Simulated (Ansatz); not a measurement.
One crystal and one scan (energy over volume and axial ratio) at two levels, PBE (plane waves to 420 eV, PAW, scalar-relativistic; Ansatz, a program for electronic structure) and r2SCAN (plane waves to 500 eV, PAW, scalar-relativistic; Ansatz), each from its own relaxed cell and on its own mesh. The cell shown is that of PBE.

ZrO2 (fluorite)

```
ZrO2
1.0
    0.00000     2.55794     2.55794
    2.55794     0.00000     2.55794
    2.55794     2.55794     0.00000
Zr O
1 2
Cartesian
  0.00000   0.00000   0.00000
  1.27897   1.27897   1.27897
  3.83691   3.83691   3.83691
```

Grid over V/V₀ and (c/a)/(c/a)₀, subscript 0 meaning the relaxed cell; the conventional c axis lies along z; no internal relaxation.

The energy includes the smearing's −TS. This is a high-temperature form of ZrO2. ZrO2 is run without spin polarisation. ZrO2 was relaxed with its symmetry unable to fall. Percentages come from the unrounded values.

```csv
quantity,PBE,r2SCAN,PBE − r2SCAN
Lattice constant a (Å),5.116,5.089,+0.027 (+0.5 %)
"Band gap of the relaxed cell, no spin-orbit coupling (eV)",3.32,3.89,-0.57 (-15 %)
"Shear modulus C′ = (C11 − C12)/2 (fit, atoms clamped) (GPa)",214,230,-16 (-7 %)
```

PBE gives the higher value for: lattice constant a. PBE gives the lower value for: band gap of the relaxed cell, no spin-orbit coupling; shear modulus C′.

(Under strain, the slope of the energy per volume gives the stress and its curvature an elastic modulus.)
